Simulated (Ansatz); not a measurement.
Relaxed-ion elastic tensor of B$_{4}$C in space group Cm (No. 8; Pearson symbol mS30) in GPa (Voigt order), DFT-r²SCAN in the program Ansatz with PAW potentials; density 2.54 g/cm³, 7.21 Å³ per atom.

```
  522   97.0   92.1    0.0  -34.8    0.0
 97.0    569   88.2    0.0   49.9    0.0
 92.1   88.2    576    0.0   36.7    0.0
  0.0    0.0    0.0    216    0.0   36.2
-34.8   49.9   36.7    0.0    205    0.0
  0.0    0.0    0.0   36.2    0.0    197
```

### Question
Is the crystal mechanically stable?

### Answer
Yes: the smallest eigenvalue of C is 169 GPa.

### Question
Work out the Voigt, Reuss and Hill averages.

### Answer
K_V = 247, K_R = 245, K_H = 246; G_V = 216, G_R = 208, G_H = 212 GPa.

### Question
Give Young's modulus, Poisson's ratio, Pugh's ratio and the universal anisotropy index.

### Answer
E = 9KG/(3K + G) = 495 GPa; ν = 0.17; K/G = 1.16 (brittle by the Pugh limit of 1.75); A_U = 5G_V/G_R + K_V/K_R − 6 = 0.20.

### Question
Estimate the sound speeds and the Debye temperature.

### Answer
v_l = √((K + 4G/3)/ρ) = 14400 m/s, v_t = √(G/ρ) = 9130 m/s, mean 10000 m/s; Θ = (h/k)(3n/4πV)^(1/3) v_m = 1550 K.

### Question
How much does each axis shrink under pressure?

### Answer
Linear compressibilities β_i = Σ_j S_ij (j = 1 to 3): x 1.4, y 1.3, z 1.3 per TPa.

The workflow started from a Materials Project entry (that database holds measured and hypothetical structures alike); the Crystallography Open Database copy checked does not list it. Whether it is the stable phase at ambient conditions was not checked. The cell was relaxed with r²SCAN under the symmetry of its start; of distortions, only those at the zone centre were tested.

Potentials: the earlier of the program's two PAW sets.
